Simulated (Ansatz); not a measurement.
TiC in space group I4_1md (No. 109; Ti on 4a, C on 4a) at seven volumes, plane-wave PAW PBE (Ansatz code), shape and atoms relaxed at each. One row is withheld.

| V (Å³/atom) | P (GPa) |
|---|---|
| 9.718 | 24.91 |
| 10.038 | 15.33 |
| 10.359 | ? |
| 10.679 | -0.02 |
| 10.999 | -6.13 |
| 11.320 | -11.37 |
| 11.640 | -15.87 |

Question: Fit the shown pressures and predict the withheld one.

Answer: P = (3/2)B₀(x^(7/2) − x^(5/2))[1 + (3/4)(B′ − 4)(x − 1)] with x = (V₀/V)^(2/3). Least squares on the six rows gives V₀ = 10.678 Å³/atom, B₀ = 219 GPa, B′ = 4.02. At V = 10.359, x = 1.0204 and P = 7.06 GPa. The run itself gave 7.08 GPa.

The cell is a constructed one: a structure type filled with these elements; neither database checked (COD, Materials Project) lists it. It is not the phase usual at ambient conditions (space group No. 225). The cell was relaxed with PBE under the symmetry of its start; its stability against distortions is not shown here. No spin polarisation was allowed.

Potentials: the later of the program's two PAW sets.
